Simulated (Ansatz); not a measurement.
Relaxed-ion elastic tensor of CuPd (CsCl type, space group No. 221) in GPa (Voigt order), DFT-PBEsol in the program Ansatz with PAW potentials; density 10.86 g/cm³, 12.99 Å³ per atom.

```csv
,1,2,3,4,5,6
1,205,175,175,0.0,0.0,0.0
2,175,205,175,0.0,0.0,0.0
3,175,175,205,0.0,0.0,0.0
4,0.0,0.0,0.0,110,0.0,0.0
5,0.0,0.0,0.0,0.0,110,0.0
6,0.0,0.0,0.0,0.0,0.0,110
```

Problem. Is the crystal mechanically stable?

Solution. Yes: the smallest eigenvalue of C is 30.3 GPa.

Problem. Work out the Voigt, Reuss and Hill averages.

Solution. K_V = 185, K_R = 185, K_H = 185; G_V = 72.1, G_R = 31.4, G_H = 51.8 GPa.

Problem. Give Young's modulus, Poisson's ratio, Pugh's ratio and the universal anisotropy index.

Solution. E = 9KG/(3K + G) = 142 GPa; ν = 0.37; K/G = 3.57 (ductile by the Pugh limit of 1.75); A_U = 5G_V/G_R + K_V/K_R − 6 = 6.47.

Problem. Estimate the sound speeds and the Debye temperature.

Solution. v_l = √((K + 4G/3)/ρ) = 4840 m/s, v_t = √(G/ρ) = 2180 m/s, mean 2460 m/s; Θ = (h/k)(3n/4πV)^(1/3) v_m = 312 K.

Problem. Give the Zener ratio and Young's modulus along [100], [110] and [111].

Solution. A = 2C44/(C11 − C12) = 7.26; 1/E = S11 − 2(S11 − S12 − S44/2)Γ with Γ = 0, 1/4, 1/3 gives 44.3, 120, 276 GPa.

Problem. Solve the Christoffel equation for the three sound speeds along [100], [110], [111].

Solution. Eigenvalues of C_ijkl n_j n_l equal ρv². In km/s, slowest first: [100] 3.18, 3.18, 4.35; [110] 1.18, 3.18, 5.26; [111] 2.08, 2.08, 5.53.

Space group Pm-3m (CsCl type). The first step of the workflow began from a Materials Project structure, measured or hypothetical; the Crystallography Open Database files this formula in space group No. 221, but the cells were not matched. Whether it is the stable phase at ambient conditions was not checked. The cell was relaxed with PBEsol under the symmetry of its start; of distortions, only those at the zone centre were tested. No spin polarisation was allowed. As this level gives no gap, shear constants depend on the k-mesh and smearing (Fermi–Dirac, 0.1 eV here).

Potentials: the later of the program's two PAW sets.
